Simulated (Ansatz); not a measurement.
According to r²SCAN (plane waves, PAW; program Ansatz), PbS in the NiAs type structure (P6_3/mmc) relaxes to a = 4.123 Å, c = 7.333 Å. Pb has 6 nearest neighbours from 3.00 Å (octahedral); S has 6 nearest neighbours from 3.00 Å (trigonal prismatic). Its formation energy from the elements is -0.60 eV/atom, with no fitted shifts.

It is gapped at this level: 0.24 eV (smallest direct gap 0.24 eV). The valence maximum lies at Γ and the conduction minimum at M (3 equivalent valleys). HSE06 on the same cell gives 0.32 eV. Gap from r²SCAN with spin–orbit coupling: none (metallic). Electrons at the band edge weigh 0.14, 0.15, 0.79 mₑ (principal values). The hole mass is 0.037, 0.20, 0.20 mₑ (principal values).

The bulk modulus is 55.1 GPa. The relaxed-ion elastic constants in GPa are C11 = 77.6, C12 = 38.4, C13 = 42.5, C33 = 115, C44 = 37.4. The elastic constants imply a Debye temperature near 214 K. Bader charges are Pb +1.05, S -1.05 e.

The start of the workflow was typed in or built on a structure type; neither database checked (COD, Materials Project) lists it. It is not the phase usual at ambient conditions (space group No. 225). The cell was relaxed with r²SCAN under the symmetry of its start; whether a distortion lowers the energy is not shown. The references are the lowest solids computed at this level, not always the standard phases. Spin–orbit coupling is left out wherever it is not named.

Potentials: the later of the program's two PAW sets.
